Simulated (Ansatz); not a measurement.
Given:

CaZn$_{2}$Ge$_{2}$:
```cif
data_Ca2Ge4Zn4
_chemical_formula_sum 'Ge4 Ca2 Zn4'
_space_group_name_H-M_alt 'I4/mmm'
_space_group_IT_number 139
_space_group_name_Hall '-I 4 2'
_cell_length_a 4.21777
_cell_length_b 4.21777
_cell_length_c 10.58835
_cell_angle_alpha 90.000
_cell_angle_beta 90.000
_cell_angle_gamma 90.000
loop_
_atom_site_label
_atom_site_type_symbol
_atom_site_symmetry_multiplicity
_atom_site_Wyckoff_symbol
_atom_site_fract_x
_atom_site_fract_y
_atom_site_fract_z
_atom_site_occupancy
Ge1 Ge 4 e 0.00000 0.00000 0.38290 1
Ca1 Ca 2 a 0.00000 0.00000 0.00000 1
Zn1 Zn 4 d 0.00000 0.50000 0.25000 1
```
(The calculation used a cell of 5 atoms; values per cell refer to that cell.)

This is the PBEsol-relaxed structure.

Task: All from the program Ansatz at the PBEsol level (PAW), unless another level is named. Estimate the electronic character.

Result: metallic (no gap).

Task: And the density of states at the Fermi level?

Result: 0.32 states/eV per atom (mean over ±0.08 eV).

Task: Next, the formation energy from the elements (no fitted shifts)?

Result: -0.35 eV/atom.

Task: Give the gap with spin–orbit coupling.

Result: none (metallic).

The workflow started from an entry of the Crystallography Open Database (COD). Its standing as an ambient phase is unchecked. The PBEsol relaxation kept the symmetry of its start. At this level the phase is dynamically unstable (imaginary phonons). The references are the lowest solids computed at this level, not always the standard phases. Scalar-relativistic: spin–orbit coupling is off unless named, which matters more the heavier the elements.

Potentials: the later of the program's two PAW sets.
